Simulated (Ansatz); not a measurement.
**TiB: pressure against volume**

TiB, Pnma, a = 6.059 Å, b = 3.033 Å, c = 4.527 Å. The structure is a COD entry; whether it is the stable form wasn't checked. Ansatz: PBEsol, PAW, 420 eV, Γ-centred 6×12×8 mesh on 8 atoms, Gaussian smearing 0.10 eV; no spin polarisation. Shape and atoms are relaxed at each volume; pressure is positive in compression.

```tsv
V (Å³/atom)	P (GPa)
9.150	35.97
9.462	24.85
9.774	15.28
10.086	7.05
10.398	-0.02
10.710	-6.09
11.022	-11.30
11.438	?
```

Question: Take V0 = 10.398 Å³/atom, count pressures from its P0 = -0.02 GPa, fit the third-order Birch–Murnaghan form to the other rows, and predict the missing pressure.

Answer: With the Eulerian strain f = ½[(V0/V)^(2/3) − 1] and y = (P − P0)/[3f(1 + 2f)^(5/2)], the form is the line y = B0 + 1.5 B0 (B0′ − 4) f. Rows (f, y): 0.04449, 217.9; 0.03245, 218.3; 0.02106, 218.4; 0.01026, 218.3; -0.00976, 217.8; -0.01905, 217.5. Means f = 0.01324, y = 218.03; Σ(Δf)² = 0.002987, ΣΔfΔy = 0.02562; the slope is their ratio. y = 217.9 + 8.575 f GPa, so B0 = 217.9 GPa and B0′ = 4 + 2 × (8.575)/(3 × 217.9) = 4.03. At V = 11.438, f = -0.03079, y = 217.64 and P = -17.17 GPa. The run gave -17.09 GPa, so the fit is 0.08 GPa too low, a small miss on the scale of the series. The form still works here, 22 % of the fitted range beyond its end.